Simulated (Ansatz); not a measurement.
LaHg (CsCl type)

```
LaHg
1.0
    3.83682     0.00000     0.00000
    0.00000     3.83682     0.00000
    0.00000     0.00000     3.83682
La Hg
1 1
Direct
  0.50000   0.50000   0.50000
  0.00000   0.00000   0.00000
```

The slice is a {210} plane (indices of the conventional cell) through the point (0.500, 0.500, 0.500) (fractional), spanned by u = [100] and v = [021] in vectors of this cell: u (3.84 Å) and v (8.58 Å, at 90° to u). It covers one period; positions are fractions (u, v).

These are PBEsol (plane waves to 420 eV, PAW, scalar-relativistic; Ansatz, a quantum-chemistry and plane-wave program) values and carry that method's errors. k mesh 12×12×12. Near the nuclei the fields are pseudised (PAW); where an atom keeps semicore shells as valence, they peak there. LaHg is run without spin polarisation. LaHg was relaxed with its symmetry unable to fall. Spin-orbit coupling is left out, though Hg is heavy.

Q: Predict the map of the valence electron density on the slice.

A: 
```
|@@%-  -%@|
|%#+.  .+#|
|=-:.::.:-|
|  .-==-. |
| .:+##+:.|
| .-*@@*-.|
| .-+##+-.|
|  .-==-. |
|   .::.  |
|    ..   |
|   .::.  |
|  .-==-. |
| .-+##+-.|
| .-*@@*-.|
| .:+##+:.|
|  .-==-. |
|=-:.::.:-|
|%#+.  .+#|
|@@%-  -%@|
|@@%=  =%@|
```
Scale: ten equal steps from -1.12 (start of ' ') to 0.22 (end of '@'), in the order ' .:-=+*#%@'. Values: log₁₀ of the valence density in e/Å³. The map has 9 points along u (one character each, u = 0 at the left) and 20 along v (v = 0 in the bottom row). The scale is logarithmic, as a density can span decades between atoms and voids.
